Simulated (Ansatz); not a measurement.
Input file for Ansatz (a quantum-chemistry and plane-wave program):

Ansatz 0.2 input:
```yaml
crystal:
  lattice:
    - [4.5816507703, 1.2578844209, 0.0]
    - [-4.5816507703, 1.2578844209, 0.0]
    - [-0.5053389638, 0.0, 4.1028334771]
  atoms:
    - { symbol: C, position: [0.4427051076, 0.5572948924, 0.1203139843] }
    - { symbol: C, position: [0.2288041088, 0.7711958912, 0.5854183535] }
    - { symbol: C, position: [0.2856930571, 0.7143069429, 0.9405963367] }
    - { symbol: C, position: [0.0581416784, 0.9418583216, 0.6537029269] }
    - { symbol: C, position: [0.5572948924, 0.4427051076, 0.8796860157] }
    - { symbol: C, position: [0.7711958912, 0.2288041088, 0.4145816465] }
    - { symbol: C, position: [0.7143069429, 0.2856930571, 0.0594036633] }
    - { symbol: C, position: [0.9418583216, 0.0581416784, 0.3462970731] }
kpoints:
  mp_grid: { grid: [10, 10, 6] }
hamiltonian:
  xc: r2scan
  pseudopotentials: { azcp: { folder: ./paw }, kind: paw }
scf:
  occupations: { method: fixed }
output:
  optics: { e_range: [0.0, 15.0], de: 0.05, sigma: 0.1, bands: { spectra_wanted_up_to: 12 eV } }
```

Output (shortened):

```
output.optics: the spectra are integrated over the Brillouin zone by k·p interpolation around the k-points, where levels, occupations, output.optics.sigma and …
Pseudopotential: C, paw, valence charge 4
Functional definition: r2SCAN
Crystal: 8 atoms, lattice volume = 47.291 Å³
Basis set: ecut = 500 eV, 1213 PW (Γ), exchange–correlation on 144×144×128 points (64 copies of the dense FFT grid, shifted against one another)
Bands: 24, of which v1, the nominal top of the filled ones, is band 16 counted from 1 (15 counted from 0)
Symmetry: 4 space group operations
Space group: C2/m (ITA 12), of the structure as read, at distance tolerance 3.6e-5 Å
k-points: 172 of 600
SCF iter   1: F=—  HF=-2012.155704 eV  |F-HF|=—  |Δ(HF+E_count)|=         —  Δρ=1.32e-1  dr2=6.17e0  dr2_τ=1.89e0  ethr=3.10e-3  ⟨swp⟩=4.5  Hψ=17295  notcnv=0  defer=956
preconditioner: auto → none
SCF iter   2: F=—  HF=-2011.007380 eV  |F-HF|=—  |Δ(HF+E_count)|=    1.15e0  Δρ=5.65e-2  dr2=9.20e-1  dr2_τ=2.94e-2  ethr=3.10e-3  ⟨swp⟩=3.0  Hψ=9527  notcnv=0  defer=973
SCF iter   3: F=—  HF=-2011.047331 eV  |F-HF|=—  |Δ(HF+E_count)|=   4.00e-2  Δρ=1.57e-2  dr2=1.65e-1  dr2_τ=1.46e-2  ethr=2.88e-3  ⟨swp⟩=2.6  Hψ=6310  notcnv=0  defer=916
SCF iter   4: F=—  HF=-2011.005883 eV  |F-HF|=—  |Δ(HF+E_count)|=   4.14e-2  Δρ=4.65e-3  dr2=4.02e-3  dr2_τ=4.26e-4  ethr=5.16e-4  ⟨swp⟩=2.2  Hψ=7206  notcnv=0  defer=1019
SCF iter   5: F=—  HF=-2011.007490 eV  |F-HF|=—  |Δ(HF+E_count)|=   1.61e-3  Δρ=1.27e-3  dr2=5.32e-4  dr2_τ=6.44e-5  ethr=1.26e-5  ⟨swp⟩=2.1  Hψ=6493  notcnv=0  defer=1032
SCF iter   6: F=—  HF=-2011.007439 eV  |F-HF|=—  |Δ(HF+E_count)|=   5.15e-5  Δρ=2.89e-4  dr2=2.18e-5  dr2_τ=3.90e-6  ethr=1.66e-6  ⟨swp⟩=2.1  Hψ=6285  notcnv=0  defer=1032
SCF iter   7: F=—  HF=-2011.007443 eV  |F-HF|=—  |Δ(HF+E_count)|=   4.03e-6  Δρ=6.39e-5  dr2=1.09e-6  dr2_τ=1.36e-7  ethr=6.82e-8  ⟨swp⟩=2.0  Hψ=6381  notcnv=0  defer=769
SCF iter   8: F=—  HF=-2011.007442 eV  |F-HF|=—  |Δ(HF+E_count)|=   3.24e-7  Δρ=2.72e-5  dr2=1.32e-7  dr2_τ=1.82e-8  ethr=3.42e-9  ⟨swp⟩=2.1  Hψ=6030  notcnv=0  defer=449
SCF iter  11: F=-2011.007442 eV  HF=-2011.007442 eV  |F-HF|=4.55e-13  |Δ(HF+E_count)|=  1.20e-10  Δρ=1.19e-7  dr2=2.92e-12  dr2_τ=5.65e-13  ethr=1.00e-12  ⟨swp⟩=9.9  Hψ=21111  notcnv=0
SCF 1 converged in 11 iterations: F = -2011.007442 eV  dr2 = 2.92e-12
NSCF: frozen V_eff on 172 k-points
Optics k sum: 0 of 172 k-points
Optics k sum: 9 of 172 k-points
Optics k sum: 18 of 172 k-points
Optics k sum: 26 of 172 k-points
Optics k sum: 35 of 172 k-points
Optics k sum: 43 of 172 k-points
Optics k sum: 52 of 172 k-points
Optics k sum: 61 of 172 k-points
Optics k sum: 69 of 172 k-points
Optics k sum: 78 of 172 k-points
Optics k sum: 86 of 172 k-points
Optics k sum: 95 of 172 k-points
Optics k sum: 104 of 172 k-points
Optics k sum: 112 of 172 k-points
Optics k sum: 121 of 172 k-points
Optics k sum: 129 of 172 k-points
Optics k sum: 138 of 172 k-points
Optics k sum: 147 of 172 k-points
Optics k sum: 155 of 172 k-points
Optics k sum: 164 of 172 k-points
Optics k sum: 172 of 172 k-points
Optics k sum: 0 of 172 k-points
Optics k sum: 9 of 172 k-points
Optics k sum: 18 of 172 k-points
Optics k sum: 26 of 172 k-points
Optics k sum: 35 of 172 k-points
Optics k sum: 43 of 172 k-points
Optics k sum: 52 of 172 k-points
Optics k sum: 61 of 172 k-points
Optics k sum: 69 of 172 k-points
Optics k sum: 78 of 172 k-points
Optics k sum: 86 of 172 k-points
Optics k sum: 95 of 172 k-points
Optics k sum: 104 of 172 k-points
Optics k sum: 112 of 172 k-points
Optics k sum: 121 of 172 k-points
Optics k sum: 129 of 172 k-points
Optics k sum: 138 of 172 k-points
Optics k sum: 147 of 172 k-points
Optics k sum: 155 of 172 k-points
Optics k sum: 164 of 172 k-points
Optics k sum: 172 of 172 k-points
NSCF: frozen V_eff on 1 k-points
NSCF: frozen V_eff on 1 k-points
NSCF: frozen V_eff on 1 k-points
output.optics: what the bands over the 34 summed would add to eps1, eps2 and the energy-loss function is held between a lower and an upper bound (7 Lanczos …
SCF converged after 11 iterations
Free energy (F): -2011.007442 eV
Harris-Foulkes:  -2011.007442 eV  (|F-HF|=4.55e-13)
Internal energy: -2011.007442 eV  (E = F + TS)
E sigma→0 (E₀):  -2011.007442 eV
Fermi energy:    12.329051 eV
--- Per-component energies (eV) ---
  E_band       = 100.503579
  E_kinetic    = 717.020751
  E_local      = -538.163929  (includes V_loc(G=0)·N_el)
  E_nonlocal   = 181.203771
  E_hartree    = 144.945400
  E_xc         = -374.894476
  E_vxc        = -515.538779  (∫ρ·V_xc dr)
  E_paw        = -811.516662  (= ΣΔE_a)
  E_vpaw       = -61.136847  (= ΣTr[D̂ρ^β])
  E_aug_tail   = 0.000016  (compensation charges beyond the density's cutoff)
  E_vtau       = 27.227791  (kinetic-family band-sum trace: ∫τ·v_τ [+ j·A + Jᵃ·Aᵃ] dr)
  E_ewald      = -1329.404123
  E_core_change = -0.198191  (= ΣΔE_core)
  E_smearing   =  0.000000  (= −TS)
  E_closure    = 0.000000  (closes the sum)
  Σ components = -2011.007442   (vs F -2011.007442, Δ=0.00e0)
  [band-id]    e_kinetic+e_local+e_nonlocal+2·e_hartree+e_vxc+e_vpaw+e_augmentation_tail+e_vtau = 100.503575   (vs E_band 100.503579, Δ=-4.06e-6)
--- Band table (eV; the first three rows and the last of 172) ---
  k-point 0: bands = ["-10.1080", "-4.8728", "-4.7621", "-3.0932", "-0.4140", "1.1896", "2.5508", "4.1740", "6.0019", "6.4577", "7.9886", "9.9960", "10.8017", "11.6846", "12.1242", "12.3291", "16.9188", "17.6398", "18.3038", "19.7409", "20.3738", "21.0069", "21.8197", "22.0536"]
  k-point 1: bands = ["-9.9227", "-5.7028", "-4.6211", "-2.8569", "-0.2875", "1.0860", "2.9740", "3.8528", "6.6244", "7.2452", "8.1005", "9.6138", "10.4246", "11.2514", "11.7561", "11.7637", "17.0553", "17.9316", "18.9175", "19.6878", "20.1005", "20.8454", "21.5272", "22.6250"]
  k-point 2: bands = ["-9.3865", "-7.0535", "-4.2283", "-2.7962", "-0.7375", "1.2238", "3.1871", "5.8129", "7.0910", "8.1033", "8.2708", "8.6744", "9.7635", "10.1976", "10.9905", "11.0013", "17.3090", "18.5551", "19.3423", "19.6855", "20.3726", "20.3853", "21.7940", "23.6839"]
  k-point 171: bands = ["-8.3558", "-7.3149", "-5.9096", "-4.7432", "3.1996", "3.5566", "4.9633", "5.3877", "6.2317", "6.8905", "7.2783", "7.7964", "8.4274", "10.0153", "10.2227", "10.9478", "16.0260", "18.4948", "19.4496", "20.2816", "20.9777", "21.1166", "21.2177", "21.9967"]
```

Cost: around 7 core-minutes (rough) on shared cores.

The start of the workflow was typed in or built on a structure type; the Crystallography Open Database copy checked does not list it. It is not the phase usual at ambient conditions (space group No. 194, 227). Symmetry was held in the r²SCAN relaxation; its stability against distortions is not shown here.

Potentials: the earlier of the program's two PAW sets.

Ansatz is a plane-wave DFT program.
